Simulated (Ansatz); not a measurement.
Given:

Sr$_{2}$CaWO$_{6}$:
Space group I4/m (No. 87); a = 5.723 Å, b = 5.723 Å, c = 8.322 Å, α = 90.00°, β = 90.00°, γ = 90.00°

```json
[
 {"atom": "Sr", "site": "4d", "symmetry": "-4..", "x": "0.0000", "y": "0.5000", "z": "0.2500"},
 {"atom": "Ca", "site": "2b", "symmetry": "4/m..", "x": "0.0000", "y": "0.0000", "z": "0.5000"},
 {"atom": "W", "site": "2a", "symmetry": "4/m..", "x": "0.0000", "y": "0.0000", "z": "0.0000"},
 {"atom": "O", "site": "8h", "symmetry": "m..", "x": "0.2943", "y": "0.1614", "z": "0.0000"},
 {"atom": "O", "site": "4e", "symmetry": "4..", "x": "0.0000", "y": "0.0000", "z": "0.2315"}
]
```
(The calculation used a cell of 10 atoms; values per cell refer to that cell.)

This is the PBEsol-relaxed structure.

Question: All from DFT-PBEsol in the program Ansatz with PAW potentials, unless another level is named. Estimate the Born charges (a third of the trace).

Answer: Sr +2.55, Ca +3.06, W +7.15, O -2.56 to -2.53 e.

Question: What about the Bader charges?

Answer: Sr +1.59, Ca +1.51, W +2.97, O -1.29 to -1.27 e.

Question: What about the electronic dielectric constant ε∞ (DFPT)?

Answer: 4.39 (xx = yy), 4.48 (zz).

The first step of the workflow began from a Materials Project structure, measured or hypothetical; the Crystallography Open Database copy checked does not list it. COD files the formula under space group No. 14, so this cell is another polymorph or a model. Its standing as an ambient phase is unchecked. The cell was relaxed with PBEsol under the symmetry of its start; its stability against distortions is not shown here. The run is not spin-polarised. No Hubbard U is applied. Spin–orbit coupling is left out wherever it is not named.

Potentials: the later of the program's two PAW sets.
